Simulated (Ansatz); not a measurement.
# MoW: computed property card

MoW:
Space group Fm-3m (No. 225); a = b = c = 5.2400 Å, α = β = γ = 90.00°

```json
[
 {"atom": "Mo", "site": "4a", "symmetry": "m-3m", "x": "0.0000", "y": "0.0000", "z": "0.0000"},
 {"atom": "W", "site": "4b", "symmetry": "m-3m", "x": "0.5000", "y": "0.5000", "z": "0.5000"}
]
```
(The calculation used a cell of 2 atoms; values per cell refer to that cell.)

Space group Fm-3m (No. 225), rock salt; conventional cell a = 5.2400 Å, b = 5.2400 Å, c = 5.2400 Å, α = 90.00°, β = 90.00°, γ = 90.00°.

Method: the program Ansatz at the PBE level (PAW). The cell and atoms are relaxed at this level. Other levels are named where they apply.

**Cell and energy**

Volume per atom: 17.99 Å³
Density: 12.92 g/cm³
Formation energy from the elements (no fitted shifts): 1308 meV/atom

**Electronic structure**

Electronic character: metallic (no gap)
Density of states at the Fermi level: 1.3 states/eV per atom (mean over ±0.08 eV)
Gap with spin–orbit coupling: none (metallic)

**Mechanics**

- Bulk modulus (Birch–Murnaghan fit): 200 GPa
- Pressure derivative B′: 4.1

The start of the workflow was typed in or built on a structure type; neither database checked (COD, Materials Project) lists it. Whether it is the stable phase at ambient conditions was not checked. The cell was relaxed with PBE under the symmetry of its start; its stability against distortions is not shown here. The run is not spin-polarised. Its formation energy is positive at this level, so the cell may be metastable or incomplete. The references are the lowest solids computed at this level, not always the standard phases. Spin–orbit coupling is left out wherever it is not named.

Potentials: the later of the program's two PAW sets.
